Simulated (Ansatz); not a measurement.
TaAl (rock salt, space group No. 225) at seven volumes, the program Ansatz at the r²SCAN level (PAW), scaled uniformly. One row is withheld.

```json
[
 {"V (Å³/atom)": "16.504", "P (GPa)": "14.50"},
 {"V (Å³/atom)": "17.049", "P (GPa)": "?"},
 {"V (Å³/atom)": "17.593", "P (GPa)": "4.13"},
 {"V (Å³/atom)": "18.137", "P (GPa)": "0.00"},
 {"V (Å³/atom)": "18.681", "P (GPa)": "-3.56"},
 {"V (Å³/atom)": "19.225", "P (GPa)": "-6.63"},
 {"V (Å³/atom)": "19.769", "P (GPa)": "-9.29"}
]
```

Fit the shown pressures and predict the withheld one.

Third-order Birch–Murnaghan: P = (3/2)B₀(x^(7/2) − x^(5/2))[1 + (3/4)(B′ − 4)(x − 1)] with x = (V₀/V)^(2/3). Least squares on the six rows gives V₀ = 18.137 Å³/atom, B₀ = 127.7 GPa, B′ = 3.93. At V = 17.049, x = 1.0421 and P = 8.92 GPa. The run itself gave 8.93 GPa.

Space group Fm-3m (rock salt). The start of the workflow was typed in or built on a structure type; neither database checked (COD, Materials Project) lists it. Its standing as an ambient phase is unchecked. Symmetry was held in the r²SCAN relaxation. At this level the phase is mechanically unstable. No spin polarisation was allowed. Its formation energy is positive at this level, so the cell may be metastable or incomplete. Scalar-relativistic: spin–orbit coupling is off unless named, which matters more the heavier the elements.

Potentials: the later of the program's two PAW sets.
